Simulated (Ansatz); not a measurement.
Problem. Each is relaxed and computed with DFT-r²SCAN in the program Ansatz with PAW potentials. Which is the only one with a gap?
A) AlCo2Si2, P-3m1 (Al on 1a, Co on 2d, Si on 2d)
B) LaAl2Si2, P-3m1 (La on 1a, Al on 2d, Si on 2d)
C) Rb3NaW2O8, P-3m1 (Pearson symbol hP14)
D) LaAl2Ge2, P-3m1 (La on 1a, Al on 2d, Ge on 2d)

Solution. C, Rb3NaW2O8, P-3m1 (Pearson symbol hP14). Rb3NaW2O8: gap 5.58 eV (indirect); LaAl2Ge2: metal; LaAl2Si2: metal; AlCo2Si2: metal. Standing as an ambient phase not checked: Rb3NaW2O8, P-3m1 (Pearson symbol hP14); LaAl2Ge2, P-3m1 (La on 1a, Al on 2d, Ge on 2d); LaAl2Si2, P-3m1 (La on 1a, Al on 2d, Si on 2d); AlCo2Si2, P-3m1 (Al on 1a, Co on 2d, Si on 2d). All cells were relaxed under the symmetry of their starts (and spin orders); stability against distortions was not tested throughout. Rows with no word on spin ran without spin polarisation. Spin–orbit coupling is left out wherever it is not named.

Potentials: the later of the program's two PAW sets.
